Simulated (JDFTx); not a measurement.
- surface = Al2Pt(111), Al outermost, slab composition Al6Pt3
- bulk = Al2Pt, Fm-3m, lattice of mp-1502 (not re-optimised)
- slab = 9 atoms in 9 planes, 1x1, 8.5 Å between the outermost planes
- in-plane cell = 4.171 × 4.171 Å, 15.06 Å²
- cell height = 24.5 Å
- sampling = 6×6×1 k mesh, Fermi smearing 0.01 Ha, no spin polarisation

Whether this polymorph is the ambient one wasn't checked.

Method: PBE, GBRV ultrasoft potentials, plane waves to 20/100 Ha, in a modified build of JDFTx. Vacuum. The outer atoms relax from bulk positions, keeping the cell's symmetry; the lattice is not PBE's own optimum in this code, and that strain can shift the moves by a few hundredths of an ångström. Input:

```
lattice \
  7.8815869695 3.9407934942 0.0000000000 \
  0.0000000000 6.8256545361 0.0000000000 \
  0.0000000000 0.0000000000 46.2982900533
coords-type Lattice
ion Al 0.0000000000 0.0000000000 -0.1737453160 1
ion Al 0.3333333330 0.3333333330 -0.1042471890 0
ion Al 0.6666666670 0.6666666670 -0.0347490630 0
ion Al 0.0000000000 0.0000000000 0.0347490630 0
ion Al 0.3333333330 0.3333333330 0.1042471890 0
ion Al 0.6666666670 0.6666666670 0.1737453160 1
ion Pt 0.6666666670 0.6666666670 -0.1389962530 1
ion Pt 0.3333333330 0.3333333330 0.0000000000 0
ion Pt 0.0000000000 0.0000000000 0.1389962530 1
ion-species pseudo/al_pbe_v1.upf
ion-species pseudo/pt_pbe_v1.4.upf
elec-cutoff 20 100
elec-ex-corr gga-PBE
coulomb-interaction Slab 001
coulomb-truncation-embed 0 0 0
kpoint-folding 6 6 1
elec-smearing Fermi 0.01
lcao-params 10
elec-n-bands 47
electronic-scf nIterations 100 energyDiffThreshold 1e-07
ionic-minimize nIterations 10 energyDiffThreshold 1e-5 knormThreshold 4e-4
dump-name vac.$VAR
dump End State Ecomponents EigStats BandEigs Forces ElecDensity IonicPositions Fillings Kpoints Dtot
```

**Question.** How far do the free atoms of the upper face move along the normal, and how much energy is released?

**Answer.** Al (atom 6) -0.16 Å, Pt (atom 9) 0.01 Å (positive: outward). The free energy falls by 0.077 eV per cell, 41 mJ/m².
